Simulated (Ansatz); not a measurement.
Starting cell, ZnSe (zinc blende):

```
ZnSe
1.0
    0.00000     5.73302     5.73302
    2.86651     0.00000     2.86651
    2.86651     2.86651     0.00000
Se Zn
2 2
Cartesian
  4.29976   4.29976   4.29976
  4.29976   7.16627   7.16627
  0.00000   0.00000   0.00000
  0.00000   2.86651   2.86651
```

A phonon eigenvector at L = (0.5, 0.0, 0.0) is frozen into this cell: atom i moves by Q times the vector below, so Q is the largest atomic displacement, in Å. The cell is held. It is one choice among 2 degenerate patterns. (q is in reciprocal vectors of the primitive cell; the cell shown is doubled to hold the pattern.)

```json
[
 {"atom": "Se1", "x": "0.273", "y": "-0.498", "z": "0.770"},
 {"atom": "Se2", "x": "-0.273", "y": "0.498", "z": "-0.770"},
 {"atom": "Zn3", "x": "0.285", "y": "-0.520", "z": "0.805"},
 {"atom": "Zn4", "x": "-0.285", "y": "0.520", "z": "-0.805"}
]
```

Computed with PBE (plane waves to 420 eV, PAW, scalar-relativistic; Ansatz, a quantum-chemistry and plane-wave program). k mesh 5×10×10 (Γ-centred), Fermi-Dirac smearing 0.05 eV. Energies are smeared free energies. The PAW data are Ansatz's earlier set. ZnSe was relaxed with its symmetry unable to fall. The zero of ΔE is the undisplaced structure.

```tsv
Q (Å)	ΔE (eV/cell)
-0.280	1.850
-0.187	0.735
-0.093	0.172
0.000	0.000
0.093	0.172
0.187	0.735
0.280	1.850
```

Question: Which DFPT wavenumber at L = (0.5, 0.0, 0.0) belongs to this mode?
A. 165 cm⁻¹
B. 195 cm⁻¹
C. 54 cm⁻¹

Answer: B, 195 cm⁻¹. The curvature of the scan gives 195 cm⁻¹

(A displaced cell: forces are minus the slopes of the energy, force constants its curvatures, and phonons follow from these.)
